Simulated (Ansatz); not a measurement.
## CsPbCl3: pressure against volume

CsPbCl3, Pm-3m, a = 5.619 Å. The structure is a COD entry; whether it is the stable form wasn't checked. Ansatz: PBEsol, PAW, 420 eV, Γ-centred 6×6×6 mesh on 5 atoms, Gaussian smearing 0.02 eV; no spin polarisation. Symmetry fixes shape and atoms, so the cell is only scaled; pressure is positive in compression.

```
V (Å³/atom) P (GPa)
     31.218     4.32
     32.283     2.95
     33.347     1.79
     34.411     0.82
     35.475     0.00
     36.540        ?
     37.604    -1.27
     39.023    -1.90
```

Task: Take V0 = 35.475 Å³/atom, fit the third-order Birch–Murnaghan form to the other rows, and predict the missing pressure.

Result: With the Eulerian strain f = ½[(V0/V)^(2/3) − 1] and y = P/[3f(1 + 2f)^(5/2)], the form is the line y = B0 + 1.5 B0 (B0′ − 4) f. Rows (f, y): 0.04448, 26.16; 0.03244, 25.90; 0.02105, 25.57; 0.01025, 25.35; -0.01905, 24.49; -0.03079, 24.11. Means f = 0.009730, y = 25.263; Σ(Δf)² = 0.004322, ΣΔfΔy = 0.1181; the slope is their ratio. y = 25.00 + 27.33 f GPa, so B0 = 25.0 GPa and B0′ = 4 + 2 × (27.33)/(3 × 25.00) = 4.73. At V = 36.540, f = -0.00976, y = 24.733 and P = -0.69 GPa. The run gave -0.69 GPa, the same to the digits shown.

Spin–orbit coupling is left out, which can shift energies with elements as heavy as these.

Symmetry holds off the tilts and polar distortions that many cubic perovskites undergo.